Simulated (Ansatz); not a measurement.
Question: Each is relaxed and computed with r²SCAN (plane waves, PAW; program Ansatz). Which is the only metal?
A. TiB2, P6/mmm (Ti on 1a, B on 2d)
B. BN, zinc blende
C. BaTiB2O6, R-3 (Ba on 3a, Ti on 3b, B on 6c, O on 18f)
D. BaTiO3, cubic perovskite

Answer: A, TiB2, P6/mmm (Ti on 1a, B on 2d). TiB2: metal; BaTiB2O6: gap 2.91 eV; BaTiO3: gap 2.17 eV (indirect); BN: gap 5.00 eV (indirect). Not the usual ambient phase: BaTiO3, cubic perovskite. Standing as an ambient phase not checked: BaTiB2O6, R-3 (Ba on 3a, Ti on 3b, B on 6c, O on 18f). Unstable at this level: BaTiO3, cubic perovskite. All cells were relaxed under the symmetry of their starts (and spin orders); stability against distortions was not tested throughout. Rows with no word on spin ran without spin polarisation. Scalar-relativistic: spin–orbit coupling is off unless named, which matters more the heavier the elements.

Potentials: the later of the program's two PAW sets.
